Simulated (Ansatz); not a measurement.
**YSe, one cell by several methods**

```yaml
crystal:
  lattice:
    - [0.00000, 2.87500, 2.87500]
    - [2.87500, 0.00000, 2.87500]
    - [2.87500, 2.87500, 0.00000]
  atoms:
    - { symbol: Y, position: [0.00000, 0.00000, 0.00000] }
    - { symbol: Se, position: [0.50000, 0.50000, 0.50000] }
```

Atom numbers follow the list: Y1, Se2.

The cell comes from COD entry 1527462, which wasn't checked; take it as a given geometry.

Spin polarisation is left out, and whether a magnetic state lies lower isn't shown here.

Levels of theory: DFT, LDA, PAW with Ansatz's default frozen-core files, scalar-relativistic (Ansatz 0.2.0); DFT, LDA, all-electron PAW with datasets made for the crystal, scalar-relativistic (Ansatz 0.2.0); DFT, LDA, all-electron LAPW, scalar-relativistic (Ansatz 0.2.0).

For PAW: a Γ-centred 7×7×7 k mesh, Fermi–Dirac smearing of 0.03 eV, cutoff 420 eV, no spin polarisation; the PAW files were made with PBE, and the program remakes their frozen cores for this functional. The crystal-made all-electron datasets (AE datasets) take a cutoff of 220 eV at this cell. LAPW targets a basis error of 0.25 meV/atom. The Ansatz runs share mesh, smearing and spin set-up. Plane-wave (PAW) pressures include the program's estimate of the Pulay term.

Stress and pressure are positive in compression.

Levels count from the Fermi level.

```
                      quantity     PAW  AE datasets    LAPW
                pressure (GPa)   -4.64        -4.63   -4.63
highest filled level at Γ (eV)  -0.328       -0.328  -0.328
highest filled level at W (eV)  -5.115       -5.114  -5.114
  lowest empty level at W (eV)   0.702        0.702   0.702
highest filled level at K (eV)  -0.642       -0.642  -0.642
  lowest empty level at K (eV)   2.429        2.430   2.430
```

PAW's pressure differs from the LAPW value by about 0.01 GPa or less.
